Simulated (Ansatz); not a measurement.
Rh (fcc, Cu type)

```
Rh
1.0
    0.00000     3.83006     3.83006
    1.91503     0.00000     1.91503
    1.91503     1.91503     0.00000
Rh
2
Cartesian
  0.00000   0.00000   0.00000
  1.91503   3.83006   1.91503
```

The atoms are displaced by Q × the pattern below (from a DFPT mode at L = (0.5, 0.0, 0.0), largest move 1; Q in Å), at fixed cell. It is one choice among 2 degenerate patterns. (q is in reciprocal vectors of the primitive cell; the cell shown is doubled to hold the pattern.)

```json
[
 {"atom": "Rh1", "x": "0.285", "y": "-0.520", "z": "0.805"},
 {"atom": "Rh2", "x": "-0.285", "y": "0.520", "z": "-0.805"}
]
```

Computed with PBE (plane waves to 420 eV, PAW, scalar-relativistic; Ansatz, a program for electronic structure). k mesh 21×21×21 (Γ-centred), Fermi-Dirac smearing 0.05 eV. Energies are smeared free energies. With partly filled bands, energies and forces of such displacements shift with the k mesh and the smearing. Rh is run without spin polarisation. Rh was relaxed with its symmetry unable to fall. ΔE is measured from the undisplaced structure. The last digit holds for this mesh only.

| Q (Å) | ΔE (meV/cell) |
|---|---|
| -0.1000 | 67.4 |
| -0.0833 | 47.1 |
| -0.0667 | 30.2 |
| -0.0500 | withheld |
| -0.0333 | 7.6 |
| -0.0167 | 1.9 |
| 0.0000 | 0.0 |
| 0.0167 | 1.9 |
| 0.0333 | 7.6 |
| 0.0500 | withheld |
| 0.0667 | 30.2 |
| 0.0833 | 47.1 |
| 0.1000 | 67.4 |

Fit an even polynomial form (powers 2, 4) to the given rows and predict ΔE at Q = 0.0500.

Least squares on the 11 given rows: ΔE = (6854)·Q² + (-11160)·Q⁴, in meV/cell with Q in Å; root-mean-square residual 0.05 meV/cell. At 0.0500 the fit gives 17.1 meV/cell; the calculation gives 17.1 meV/cell, the same to the digits shown. The quadratic term alone would give 17.1 meV/cell.

(A displaced cell: forces are minus the slopes of the energy, force constants its curvatures, and phonons follow from these.)
